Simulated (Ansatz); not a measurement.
A relaxed structure of ZnAu is spoiled in several ways and relaxed again each time (noise and exchanges are one random draw each; squeezed and stretched starts keep its symmetry, which their runs cannot lower; pressure is positive under compression). Method: PBEsol (plane waves to 420 eV, PAW, scalar-relativistic; Ansatz, a program for electronic structure).

Space group Pm-3m (No. 221); a = 3.1286 Å, b = 3.1286 Å, c = 3.1286 Å, α = 90.00°, β = 90.00°, γ = 90.00°

| atom | site | symmetry | x | y | z |
|---|---|---|---|---|---|
| Zn | 1b | m-3m | 0.5000 | 0.5000 | 0.5000 |
| Au | 1a | m-3m | 0.0000 | 0.0000 | 0.0000 |

```csv
change,first pressure (GPa),largest first force (eV/Å),released (eV/atom),moves,outcome,final group,E − E(parent) (eV/atom)
with one Zn and one Au atom exchanged in a cell of 4 atoms,4.7,1.97,0.13,26,trapped higher,P4/nmm,+0.05
squeezed uniformly to 80 % of its volume,57.7,0.00,0.44,9,returns to the parent,Pm-3m,0.00
```

First-step values come from each run's starting, coarser k-mesh (5×10×10, 11×11×11). The runs use different k-meshes, so differences are rounded accordingly. No spin polarisation in the result.
